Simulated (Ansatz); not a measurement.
NbSbO$_{4}$ in space group Pna2_1 (No. 33; Pearson symbol oP24), PBE (plane waves, PAW; program Ansatz), all energies at zero smearing, with the estimated change up to a 700 eV cutoff added, with one set of potentials and settings (totals compare only within such a set). Cell of 24 atoms (4 Nb, 4 Sb, 16 O): -53237.376 eV.

```tsv
element	reference phase	E (eV/atom)
Nb	Im-3m, 1 atoms in the cell	-4552.2836
Sb	R-3m, 2 atoms in the cell	-6484.4916
O	C2/m, 4 atoms in the cell, spin-polarised	-565.0000
```

Formation energy per atom, worked out: (-53237.376 − 4×(-4552.2836) − 4×(-6484.4916) − 16×(-565.0000))/24 = -2.095 eV/atom (-202 kJ per mol of atoms), at 0 K, without zero-point energy or fitted corrections.

The first step of the workflow began from a Materials Project structure, measured or hypothetical; the Crystallography Open Database files this formula in space group No. 33, but the cells were not matched. Whether it is the stable phase at ambient conditions was not checked. The cell was relaxed with PBE under the symmetry of its start; whether a distortion lowers the energy is not shown. The run is not spin-polarised. The references are the lowest solids computed at this level, not always the standard phases (solids in place of the gases). Scalar-relativistic: spin–orbit coupling is off unless named, which matters more the heavier the elements.

Potentials: the later of the program's two PAW sets.
